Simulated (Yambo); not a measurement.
```
CELL_PARAMETERS angstrom
      3.05396     0.00000     0.00000
     -1.52698     2.64481     0.00000
      0.00000     0.00000     5.01195
ATOMIC_POSITIONS crystal
  C  0.33333 0.66667 0.87540
  C  0.66667 0.33333 0.37540
  Si 0.33333 0.66667 0.49960
  Si 0.66667 0.33333 0.99960
```

SiC (2H, space group P6_3mc, No. 186): mean Im ε in 1 eV windows above the direct gap of 5.02 eV, for different electron-hole kernels (Yambo, broadening 0.15 eV, LDA (pw.x of Quantum ESPRESSO, ONCV potentials, without SOC) bands; 9×9×6 mesh, 5 valence and 5 conduction bands, static screening with 23 bands and a 4 Ry block, scissor 1.05 eV, Tamm-Dancoff; field along x).

```csv
window (eV),independent quasiparticles,BSE
5.0 to 6.0,1.1,4.7
6.0 to 7.0,7.1,22
7.0 to 8.0,16,13
8.0 to 9.0,12,10
```

This run doesn't resolve bound excitons or single peaks, so only averages are given, and they too depend on the mesh; weight that the attraction moves below the gap isn't listed. All transitions below 9.14 eV are in the band window. The scissor comes from a G0W0 run whose convergence isn't established.

Geometry relaxed with LDA.
